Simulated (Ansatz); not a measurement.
## Profile along the Pt–Pt line in Pt (fcc, Cu type)

Pt (fcc, Cu type), conventional cell a = 3.970 Å, b = 3.970 Å, c = 3.970 Å, α = 90.00°, β = 90.00°, γ = 90.00°. The calculation uses the primitive cell of 1 atom, to which meshes and values per cell refer.

Fields along a shortest Pt–Pt line of a {100} plane (2.81 Å), from Pt to Pt, interpolated on the slice's grid (step about 0.1 Å). Method: PBE (plane waves to 420 eV, PAW, scalar-relativistic; Ansatz, a quantum-chemistry and plane-wave program). k mesh 20×20×20. Inside the PAW spheres the values are not all-electron values, and peaks at nuclei hang on which shells count as valence. Pt is run without spin polarisation. Pt was relaxed with its symmetry unable to fall. Spin-orbit coupling is left out, though Pt is heavy. The PAW data are Ansatz's earlier set.

| distance from Pt (Å) | valence electron density (e/Å³) | electron localisation function |
|---|---|---|
| 0.00 | 11.78 | x |
| 0.28 | 10.16 | x |
| 0.56 | 5.93 | 0.56 |
| 0.84 | 1.71 | 0.44 |
| 1.12 | 0.54 | 0.28 |
| 1.41 | 0.36 | 0.28 |
| 1.69 | 0.54 | 0.28 |
| 1.97 | 1.71 | 0.44 |
| 2.25 | 5.93 | 0.56 |
| 2.53 | 10.16 | x |
| 2.81 | 11.78 | x |

x: too close to a nucleus for the ELF to mean much.

Density on the Pt–Pt line (2.81 Å) at its midpoint: 0.36 e/Å³. ELF at that point: 0.28.
